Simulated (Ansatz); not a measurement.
# Computed properties of FeBiO₃

FeBiO3:
```xyz
10
Lattice="-2.6053 2.6053 4.7280 2.6053 -2.6053 4.7280 2.6053 2.6053 -4.7280" Properties=species:S:1:pos:R:3 pbc="T T T"
Bi     0.0000     2.6053     0.7366
Fe     0.0000     0.0000     2.7860
O      1.3021     1.3031     2.1339
O     -1.3021     1.3031     6.8619
O      0.0000     0.0000     9.3550
Bi     2.6053     0.0000     0.7366
Fe     0.0000     0.0000     7.5139
O      1.3031     1.3021     6.8619
O      3.9074     1.3021     2.1339
O      0.0000     0.0000     4.6270
```
The run is spin-polarised; directions of the spins, atom by atom: 0 ↑ 0 0 ↓ 0 ↓ 0 0 ↑.

Space group P4mm (No. 99); conventional cell a = b = 3.6844 Å, c = 4.7280 Å, α = β = γ = 90.00°.

Method: PBEsol in the plane-wave PAW code Ansatz. The cell and atoms are relaxed at this level. Other levels are named where they apply.

**Cell and energy**

- Volume per atom: 12.84 Å³
- Density: 8.09 g/cm³
- Formation energy from the elements (no fitted shifts): -1.22 eV/atom

**Electronic structure**

- Band gap = 0.41 eV (direct)
- Valence-band maximum = at M
- Conduction-band minimum = at M
- Electron effective mass = 1.3, 1.7, 1.7 mₑ (principal values)

**Magnetism**

- Magnetic order = antiferromagnetic
- Net moment = 0.00 μB per atom

The start of the workflow was typed in or built on a structure type; the Crystallography Open Database copy checked does not list it. It is not the phase usual at ambient conditions (space group No. 161). Symmetry was held in the PBEsol relaxation, as lowered by the spin order; its stability against distortions is not shown here. The final state is antiferromagnetic, chosen from 5 collinear starts compared on coarse meshes (ties went to the first, and starts can fall back to one state), not a proven ground state. No Hubbard U is applied. Point labels and valley counts follow the cell and symmetry of the run, lower than the named group. The references are the lowest solids computed at this level, not always the standard phases (solids in place of the gases). Scalar-relativistic: spin–orbit coupling is off unless named, which matters more the heavier the elements.

Potentials: the later of the program's two PAW sets.
